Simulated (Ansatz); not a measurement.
W in space group Fd-3m (No. 227; W on 8a, W on 16d) under volume change, plane-wave PAW PBEsol (Ansatz code), scaled uniformly.

| V (Å³/atom) | E − E(relaxed) (meV/atom) | P (GPa) |
|---|---|---|
| 14.855 | ? | ? |
| 15.345 | ? | ? |
| 15.835 | 14.2 | 9.55 |
| 16.325 | 0.0 | 0.01 |
| 16.814 | 12.7 | -8.12 |
| 17.304 | 48.5 | -15.08 |
| 17.794 | 103.9 | -21.02 |

Question: Fill in the missing entries.

Answer: 
- 14.855, E − E(relaxed) (meV/atom): 142.6
- 14.855, P (GPa): 33.66
- 15.345, E − E(relaxed) (meV/atom): 60.0
- 15.345, P (GPa): 20.69

Question: What does a third-order Birch–Murnaghan fit give for V₀, B₀ and B′?

Answer: V₀ = 16.33 Å³/atom, B₀ = 293 GPa, B′ = 4.2.

The start of the workflow was typed in or built on a structure type; neither database checked (COD, Materials Project) lists it. It is not the phase usual at ambient conditions (space group No. 229). The cell was relaxed with PBEsol under the symmetry of its start; whether a distortion lowers the energy is not shown. No spin polarisation was allowed. Spin–orbit coupling is left out wherever it is not named.

Potentials: the earlier of the program's two PAW sets.
